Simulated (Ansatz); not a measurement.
AlSi3C3N:
Space group P3m1 (No. 156); a = b = 3.1237 Å, c = 10.1426 Å, α = β = 90.00°, γ = 120.00°

| atom | site | symmetry | x | y | z |
|---|---|---|---|---|---|
| Al | 1b | 3m. | 0.3333 | 0.6667 | 0.9860 |
| N | 1b | 3m. | 0.3333 | 0.6667 | 0.1978 |
| Si | 1c | 3m. | 0.6667 | 0.3333 | 0.2539 |
| C | 1c | 3m. | 0.6667 | 0.3333 | 0.4360 |
| Si | 1b | 3m. | 0.3333 | 0.6667 | 0.5038 |
| C | 1b | 3m. | 0.3333 | 0.6667 | 0.6867 |
| Si | 1c | 3m. | 0.6667 | 0.3333 | 0.7551 |
| C | 1c | 3m. | 0.6667 | 0.3333 | 0.9351 |

Relaxed at zero pressure with PBE in the plane-wave PAW code Ansatz.

Question: The volume is raised by 3 % and shape and atoms relax at that volume. What pressure results, and how do the axes share the change?

Answer: -4.9 GPa; a 0.8 %, b 0.8 %, c 1.3 %; the energy rises by 5 meV/atom.

Question: Give the new structure.

Answer: 
Space group P3m1 (No. 156); a = b = 3.150 Å, c = 10.274 Å, α = β = 90.00°, γ = 120.00°

| atom | site | symmetry | x | y | z |
|---|---|---|---|---|---|
| Al | 1b | 3m. | 0.3333 | 0.6667 | 0.9840 |
| N | 1b | 3m. | 0.3333 | 0.6667 | 0.1993 |
| Si | 1c | 3m. | 0.6667 | 0.3333 | 0.2559 |
| C | 1c | 3m. | 0.6667 | 0.3333 | 0.4369 |
| Si | 1b | 3m. | 0.3333 | 0.6667 | 0.5043 |
| C | 1b | 3m. | 0.3333 | 0.6667 | 0.6863 |
| Si | 1c | 3m. | 0.6667 | 0.3333 | 0.7543 |
| C | 1c | 3m. | 0.6667 | 0.3333 | 0.9334 |

The phase is kept; no other phase was compared at this pressure.

The start of the workflow was typed in or built on a structure type; neither database checked (COD, Materials Project) lists it. Its standing as an ambient phase is unchecked. Symmetry was held in the PBE relaxation; its stability against distortions is not shown here.

Potentials: the earlier of the program's two PAW sets.
